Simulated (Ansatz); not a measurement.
TaAs:
```xyz
4
Lattice="-1.7026 1.7026 5.7553 1.7026 -1.7026 5.7553 1.7026 1.7026 -5.7553" Properties=species:S:1:pos:R:3 pbc="T T T"
Ta     0.0000     1.7026     2.8811
Ta     0.0000     0.0000     0.0035
As     1.7026     0.0000     3.8249
As     0.0000     0.0000     6.7025
```

Relaxed with LDA. Special points in fractions of this cell's reciprocal vectors: Γ (0.000, 0.000, 0.000); X (0.000, 0.000, 0.500); P (0.250, 0.250, 0.250); N (0.000, 0.500, 0.000); M (0.500, 0.500, -0.500); S (0.272, 0.728, -0.272); S0 (-0.272, 0.272, 0.272); R (-0.044, 0.044, 0.500); G (0.500, 0.500, -0.044).

Q: List the band energies nearest the Fermi level at these points for plane-wave PAW LDA (Ansatz code).

A: In eV from the Fermi level; about four levels below and three above (degenerate sets whole), none deeper than 8.9 eV; points with the same levels are listed once.

```json
[
 {"k": "Γ", "below": "-2.45 -2.02 -1.67 -1.67", "above": "0.91 1.63 2.47"},
 {"k": "X", "below": "-3.23 -3.23 -1.11 -1.11", "above": "2.91 2.91 3.22 3.22"},
 {"k": "P", "below": "-3.25 -3.25 -1.11 -1.11", "above": "2.92 2.92 3.21 3.21"},
 {"k": "N", "below": "-2.55 -2.31 -1.64 -0.24", "above": "0.11 1.43 2.37"},
 {"k": "M", "below": "-2.94 -2.94 -0.90 -0.90", "above": "1.25 1.25 2.41 2.41"},
 {"k": "S", "below": "-2.53 -2.48 -1.78 -0.14", "above": "0.13 1.80 2.22"},
 {"k": "R", "below": "-3.20 -3.20 -1.14 -1.14", "above": "2.75 2.75 3.12 3.12"}
]
```

Space group I4_1md. The LDA relaxation kept the symmetry of its start. The run is not spin-polarised. A small band overlap can be real or an error of a semilocal functional. The Fermi level of a semimetal is unsure by some 0.05 eV on such meshes. Spin–orbit coupling is left out wherever it is not named.

Potentials: the earlier of the program's two PAW sets. The files were generated under PBE; for other functionals the program regenerates the frozen cores, and for LDA and PBEsol the local potential too.
